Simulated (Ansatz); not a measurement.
Elements on the sites of an ideal zinc blende lattice, at a guessed lattice constant:

```
Be Mn Zn Cd Te
1.0
    -6.06506    6.06506    0.00000
    -6.06506    0.00000    6.06506
     0.00000    6.06506    6.06506
Be Mn Zn Cd Te
2 3 2 1 8
Direct
  0.00000 0.00000 0.00000
  0.50000 0.50000 0.50000
  0.50000 0.00000 0.00000
  0.00000 0.00000 0.50000
  0.00000 0.50000 0.50000
  0.00000 0.50000 0.00000
  0.50000 0.00000 0.50000
  0.50000 0.50000 0.00000
  0.87500 0.87500 0.37500
  0.37500 0.87500 0.37500
  0.87500 0.37500 0.37500
  0.87500 0.87500 0.87500
  0.37500 0.37500 0.37500
  0.37500 0.87500 0.87500
  0.87500 0.37500 0.87500
  0.37500 0.37500 0.87500
```

Cell and atoms were relaxed without symmetry on coarser meshes and computed once more. Theory: Ansatz, DFT PBE, scalar-relativistic, plane waves, PAW.

Plane waves to 420 eV, a k mesh through Γ of 3×3×4 on the computed 16-atom cell and Gaussian smearing (0.02 eV); collinear spin from starting moments 0 0 4.65 4.62 -4.57 0 0 0 0 0 0 0 0 0 0 0 μB.

The relaxation ran on 2×2×2 (shifted) k points with a smearing of 0.1 eV, from sites shaken by 0.02 Å.

**Question.** What does the relaxation give?

**Answer.** A volume of 29.07 Å³/atom and a gap on the mesh of 0.63 eV. The atoms leave their sites by 0.13 Å (root mean square) and 0.21 Å at most, and the cell stretches by up to 1.1 % at fixed volume. One magnetic start was tried.

```
CELL_PARAMETERS angstrom
-6.10285 6.19134 -0.05223
-6.08130 -0.03068 6.08765
0.05178 6.19090 6.10875
ATOMIC_POSITIONS crystal
Be 0.00137 0.99978 0.00139
Be 0.50187 0.50166 0.50030
Mn 0.50357 0.99939 0.00038
Mn 0.99729 0.00056 0.50277
Mn 0.00099 0.50299 0.49814
Zn 0.00086 0.49827 0.00094
Zn 0.49827 0.99920 0.49963
Cd 0.50076 0.49953 0.00273
Te 0.87855 0.88459 0.35374
Te 0.38232 0.85266 0.38329
Te 0.85468 0.38353 0.38026
Te 0.88604 0.87726 0.88597
Te 0.38045 0.37685 0.39609
Te 0.34948 0.89545 0.87676
Te 0.89553 0.34916 0.87803
Te 0.37747 0.37959 0.84842
```

The k mesh is coarse. Spin-orbit coupling is left out, which matters for the bands of heavy elements. An odd mesh misses points on the zone edge, so a gap read on it can be too wide.

Cost: 2 runs of about 16 core-minutes in all (earlier runs that led there not counted), on Intel Xeon Platinum 8259CL (Skylake/Cascade Lake) (shared hosts).